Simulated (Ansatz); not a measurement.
Frames from the relaxation of a relaxed VSb cell, doubled along one cell vector, shaken by Gaussian noise of σ = 0.08 Å a coordinate, as extended XYZ (Å, eV, eV/Å, GPa with compression positive). All values below come from PBEsol (plane waves to 420 eV, PAW, scalar-relativistic; Ansatz, a first-principles code). Γ-centred k-mesh 8×4×6 on the run's cell (coarser than for final values), Fermi–Dirac smearing 0.05 eV.

```xyz
8
Lattice="4.5068 0.0000 0.0000 -4.5068 7.8060 0.0000 0.0000 0.0000 5.7792" Properties=species:S:1:pos:R:3:forces:R:3 pbc="T T T" step=1 free_energy=-37165.403 pressure=0.5 accepted=T
Sb    -0.0003     0.0093     0.0394    0.0710   -0.0579   -0.2824
Sb    -2.3725     3.9446     0.0275   -0.3567   -0.0247   -0.2190
Sb    -0.0295     0.0864     2.8998    0.0351   -1.7690    0.1670
Sb    -2.1631     3.9951     2.9016   -0.8521   -1.5421    0.0597
V      0.0190     2.5417     2.9315    0.4833    1.8599    0.0498
V     -2.2456     6.4719     2.9500   -0.3887    1.3324    0.1012
V      2.2078     1.3762     2.9235    0.2338   -0.1552    0.0786
V      0.0238     5.2449     2.9195    0.7744    0.3567    0.0451
8
Lattice="4.4458 0.0131 -0.0005 -4.4231 7.8404 0.0000 -0.0007 -0.0004 5.7623" Properties=species:S:1:pos:R:3:forces:R:3 pbc="T T T" step=2 free_energy=-37165.770 pressure=0.7 accepted=T
Sb     0.0478    -0.0377     0.0034    0.0766   -0.1720   -0.2339
Sb    -2.5160     3.9313    -0.0094   -0.6484   -0.0777   -0.2413
Sb     0.0115     0.0322     2.8884   -0.1754    0.4622   -0.2545
Sb    -2.1692     3.9588     2.8799    0.8345    0.2610   -0.2493
V      0.0940     2.6528     2.9390   -0.1838   -0.1326    0.2106
V     -2.2051     6.5704     2.9707    0.1579   -0.1325    0.2999
V      2.2415     1.3839     2.9409   -0.1611   -0.0403    0.2642
V      0.0635     5.3078     2.9275    0.0996   -0.1684    0.2045
8
Lattice="4.4524 0.0142 0.0204 -4.4278 7.8156 -0.0043 0.0261 0.0119 5.7481" Properties=species:S:1:pos:R:3:forces:R:3 pbc="T T T" step=4 free_energy=-37167.027 pressure=-0.8 accepted=T
Sb     0.1018    -0.1686    -0.1993    0.1106   -0.4008   -1.3467
Sb    -2.8892     3.8733    -0.1015   -0.8097   -0.0920   -0.9831
Sb     0.0549     0.0606     2.6978   -0.0971    0.8042   -1.2623
Sb    -2.0844     3.9633     2.7713    1.0460    0.6198   -0.6330
V      0.1806     2.7066     3.0444   -0.1803   -0.4625    0.8542
V     -2.1617     6.6050     3.1440    0.0693   -0.1924    1.2623
V      2.2924     1.3993     3.1295   -0.2649   -0.0819    1.2004
V      0.1543     5.3249     3.0402    0.1261   -0.1945    0.9083
```

The path has 16 moves and ends in P6/mmm (No. 191), 0.91 eV/atom below its start. Free energies are of the whole cell and compare only within this code, potentials and settings.  No spin polarisation in the result.

The end of the path is a generated cell of VSb: the first start was made by a random draw of sites in a space group, and the end was not matched to a known phase here, so it may be hypothetical.
